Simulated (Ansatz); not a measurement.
Computed with DFT PBE, scalar-relativistic, plane waves, PAW in Ansatz 0.2.0. Settings: cutoff 420 eV, Γ-centred meshes spaced at most about 0.3 Å⁻¹, and about 0.25 Å⁻¹ or finer for metals (2π included), Gaussian smearing. No spin polarisation in the final relaxations.

All energies are static (0 K, no zero-point motion).

Two relaxed structures of Sn3GeSe:

A. Space group Pm-3m (No. 221), cubic, a = 5.513 Å. Around Sn lie 2 Se at 2.76 Å, 4 Ge at 3.90 Å and 8 Sn at 3.90 Å; Ge is surrounded by 12 Sn at 3.90 Å (long contacts); around Se lie 6 Sn at 2.76 Å.

B. Space group R3m (No. 160), trigonal, a = 6.550 Å, c = 13.850 Å. Sn is surrounded by 1 Ge at 2.79 Å, 1 Se at 2.85 Å, 2 Sn at 3.06 Å, 1 Se at 3.14 Å and 2 Sn at 3.49 Å; Ge has 3 Sn at 2.79 Å; around Se lie 3 Sn at 2.85 Å and 3 Sn at 3.14 Å.

Question: Which is lower in energy, and by how much?

Answer: B is lower, by 0.33 eV/atom. A has the antiperovskite type, space group Pm-3m (No. 221), 33.5 Å³/atom and no gap on its mesh; B has space group R3m (No. 160), 34.3 Å³/atom and no gap. Counting Ge or Se atoms around Sn (for each partner element, those within 1.25 times its shortest distance or 1.15 times the sum of covalent radii, where it is the nearest in units of that sum or under 1.3), A has Sn 2 and B has Sn 3. Even the lower one lies +0.19 eV/atom against the reference forms of the elements (uncorrected), so neither is stable at this level. Both come from invented guesses. A third cell relaxed alike, in P4mm, lies 116 meV/atom below the lower of the two.

The zero gap of R3m may come from the functional, which often closes small gaps. Cells relaxed within their symmetry can be saddle points.
